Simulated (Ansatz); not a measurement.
Ag: rigid cleavage

The calculation used DFT PBEsol, scalar-relativistic, plane waves, PAW in Ansatz. Cutoff 420 eV, Γ-centred 19×19×3 k-points, Gaussian smearing of 0.15 eV. No spin polarisation. Energies are free energies at this smearing, counted from the undisturbed cell; pressure is positive in compression.

The starting cell (relaxed at this level; this form isn't the usual structure):

```yaml
crystal:
  lattice:
    - [-2.87095, 0.00000, 0.00000]
    - [-1.43548, -2.48632, 0.00000]
    - [0.00000, 0.00000, 18.67612]
  atoms:
    - { symbol: Ag, position: [0.33333, 0.33333, 0.06250] }
    - { symbol: Ag, position: [0.33333, 0.33333, 0.56250] }
    - { symbol: Ag, position: [0.66667, 0.66667, 0.31250] }
    - { symbol: Ag, position: [0.66667, 0.66667, 0.81250] }
    - { symbol: Ag, position: [0.00000, 0.00000, 0.43750] }
    - { symbol: Ag, position: [0.00000, 0.00000, 0.93750] }
    - { symbol: Ag, position: [0.00000, 0.00000, 0.18750] }
    - { symbol: Ag, position: [0.00000, 0.00000, 0.68750] }
```

The cut lies on the cell's a–b face, a (0 0 1) plane (indices in the standard cell, whose axes needn't be the Cartesian ones shown) of area 7.14 Å², between layers 2.33 Å apart. Vector c is lengthened by d along the normal with the atoms' Cartesian places fixed: one unrelaxed cut a cell. The cell is metallic on the mesh throughout.

| d (Å) | energy (J/m²) | traction dE/dd (GPa) |
| --- | --- | --- |
| -0.30 | 0.53 | -41.1 |
| 0.00 | 0.00 | -0.7 |
| 0.25 | 0.16 | 11.3 |
| 0.50 | 0.49 | 14.2 |
| 1.00 | 1.14 | 11.0 |
| 2.00 | 1.81 | 3.4 |
| 3.00 | 1.99 | 0.8 |
| 6.00 | 2.03 | 0.0 |

Cost: 8 runs of about 16 core-minutes in all, on Arm Neoverse V2 (shared hosts).